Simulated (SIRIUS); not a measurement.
Worked example: self-consistent single point of NiGe (Pnma, 8 atoms in the cell; from Materials Project mp-1099, changed as shown) in SIRIUS.

Level of theory: PBE, PseudoDojo 0.5 standard norm-conserving PBE (tails mended) pseudopotentials (plane waves; SIRIUS).

The change in words: lattice scaled by 1.02. Reference geometry (Pnma):
```xyz
8
Lattice="5.3296 0.0000 0.0000 0.0000 3.4509 0.0000 0.0000 0.0000 5.7707" Properties=species:S:1:pos:R:3 pbc="T T T"
Ni     2.6944     0.8627     3.9860
Ni     2.6353     2.5882     1.7847
Ni     5.3001     2.5882     1.1007
Ni     0.0295     0.8627     4.6701
Ge     3.6756     0.8627     0.5019
Ge     1.6540     2.5882     5.2688
Ge     4.3188     2.5882     3.3873
Ge     1.0108     0.8627     2.3834
```

Reference input (self-consistent single point, DFT, PBE, plane waves, PseudoDojo 0.5 standard norm-conserving PBE (tails mended) pseudopotentials): parameters.ngridk = 4 6 4; parameters.xc_functionals = [XC_GGA_X_PBE, XC_GGA_C_PBE]; parameters.gk_cutoff = 9.899 1/bohr; parameters.pw_cutoff = 19.799 1/bohr; parameters.smearing = fermi_dirac; parameters.smearing_width = 0.00367493 Ha; potentials = PseudoDojo 0.5 standard norm-conserving PBE (tails mended) pseudopotentials; parameters.electronic_structure_method = pseudopotential; parameters.num_bands = 77; parameters.num_mag_dims = 0; parameters.num_dft_iter = 100; parameters.energy_tol = 1e-07 Ha. This run's input differs from it in these lines:

```diff
@@ -32,5 +32,5 @@
     "lattice_vectors": [
-      [10.0715788401, 0.0, 0.0],
-      [0.0, 6.521293678, 0.0],
-      [0.0, 0.0, 10.9050992392]
+      [10.2730104169, 0.0, 0.0],
+      [0.0, 6.6517187957, 0.0],
+      [0.0, 0.0, 11.1232019798]
     ],
```

Output (repeated stretches shortened):

```
[find] density tolerance         : 1e-06
[find] total energy tolerance    : 1e-07
[find] iter_solver_tol (initial) : 0.01
[find] iter_solver_tol (target)  : 1e-13
[find] num_dft_iter              : 100
Charges and magnetic moments
--------------------------------------------------------------------------------
total charge          : 128.000000
[find] | SCF iteration   0 out of 100|
[diagonalize] iterative solver tolerance (occupied, empty): 0.01 0.01
[diagonalize] average number of iterations: 3
[find] Charges and magnetic moments
[find] total charge          : 128.000000
[find] Energy
   [... lines left out ...]

[find] Charges and magnetic moments
[find] total charge          : 128.000000
[find] Energy
[find] smearing (-TS)                 :      -0.00291550
[find] Total energy                   :   -1028.53418753 (Ha),   -2057.06837506 (Ry)
[find] Free energy (E-TS)             :   -1028.53710303 (Ha),   -2057.07420606 (Ry)
[find] band gap (eV)                  :       0.00000000
[find] Efermi                         :       0.56835379
[find] iteration : 18, RMS (target) : 6.5864e-07 (1.0000e-06) , energy difference (target) : 2.1846e-09 (1.0000e-07)
[find] bands are converged : true
[find] iterative solver converged : false
[find] converged after 19 SCF iterations!
[find] Charges and magnetic moments
[find] total charge          : 128.000000
[find] Energy
[find] smearing (-TS)                 :      -0.00291550
[find] Total energy                   :   -1028.53418753 (Ha),   -2057.06837506 (Ry)
[find] Free energy (E-TS)             :   -1028.53710303 (Ha),   -2057.07420606 (Ry)
[find] band gap (eV)                  :       0.00000000
[find] Efermi                         :       0.56835379
[ground_state] === stress tensor components [kbar] ===
[ground_state] === stress_total ===
[ground_state]    29.338911    0.000000    0.000000
[ground_state]     0.000000   37.485540    0.000000
[ground_state]     0.000000    0.000000   27.789640
[ground_state] ==== total Forces in Ha/bohr =====
   [... lines left out ...]
[ground_state] atom:    3, force:      -0.0002336     -0.0000000     -0.0003740
[ground_state] atom:    4, force:       0.0006292      0.0000000      0.0003822
[ground_state] atom:    5, force:      -0.0006292     -0.0000000     -0.0003822
[ground_state] atom:    6, force:      -0.0006292      0.0000000      0.0003822
[ground_state] atom:    7, force:       0.0006292     -0.0000000     -0.0003822
```

The run converged in 19 iterations. SIRIUS prints the stress tensor with tension positive. Against the reference run the free energy drops by 4.9 meV/atom, the pressure goes from 5.56 to -3.15 GPa and the largest force goes from 0.100 to 0.038 eV/Å.

The run has no spin polarisation, so moments on Ni cannot form. The structure comes from a collection of computed structures, made at another level of theory; the collection holds predicted forms beside known ones. No clean gap shows at this smearing width and mesh (spacing up to 0.30 Å⁻¹); the mesh is coarse for partly filled bands, so the values carry mesh errors.

Cost on one core: around 6 core-minutes (rough).

“Tails mended”: in these copies of the files the far tail of each local potential was reset to the Coulomb form.
